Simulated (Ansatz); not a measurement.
GaP:
```xyz
4
Lattice="3.8329 0.0000 0.0000 -1.9165 3.3194 0.0000 0.0000 0.0000 6.3185" Properties=species:S:1:pos:R:3 pbc="T T T"
Ga     1.9165     1.1065     3.1597
Ga     0.0000     2.2129     0.0004
P      1.9165     1.1065     5.5220
P      0.0000     2.2129     2.3627
```

Tensor components refer to the Cartesian frame of this cell.

### Question
Give the proper piezoelectric stress tensor with relaxed ions from PBEsol (plane waves, PAW; program Ansatz).

### Answer
In C/m², rows x, y, z, Voigt columns; mesh uncertainty up to 0.01.
```
 0.00   0.00   0.00   0.00   0.01   0.00
 0.00   0.00   0.00   0.01   0.00   0.00
 0.01   0.01  -0.18   0.00   0.00   0.00
```

The elastic tensor of the same run (GPa):

|  | 1 | 2 | 3 | 4 | 5 | 6 |
|---|---|---|---|---|---|---|
| 1 | 161 | 53.8 | 36.0 | 0.0 | 0.0 | 0.0 |
| 2 | 53.8 | 161 | 36.0 | 0.0 | 0.0 | 0.0 |
| 3 | 36.0 | 36.0 | 189 | 0.0 | 0.0 | 0.0 |
| 4 | 0.0 | 0.0 | 0.0 | 42.6 | 0.0 | 0.0 |
| 5 | 0.0 | 0.0 | 0.0 | 0.0 | 42.6 | 0.0 |
| 6 | 0.0 | 0.0 | 0.0 | 0.0 | 0.0 | 53.8 |

### Question
Convert to strain constants d = e·S.

### Answer
In pC/N:
```
 0.0   0.0   0.0   0.0   0.2   0.0
 0.0   0.0   0.0   0.2   0.0   0.0
 0.2   0.2  -1.1   0.0   0.0   0.0
```

Space group P6_3mc (wurtzite). The workflow started from a Materials Project entry (that database holds measured and hypothetical structures alike); the Crystallography Open Database copy checked does not list it. It is not the phase usual at ambient conditions (space group No. 216). The PBEsol relaxation kept the symmetry of its start; its stability against distortions is not shown here. Signs of piezoelectric constants follow the polarity of the cell as given. Scalar-relativistic: spin–orbit coupling is off unless named, which matters more the heavier the elements.

Potentials: the later of the program's two PAW sets.
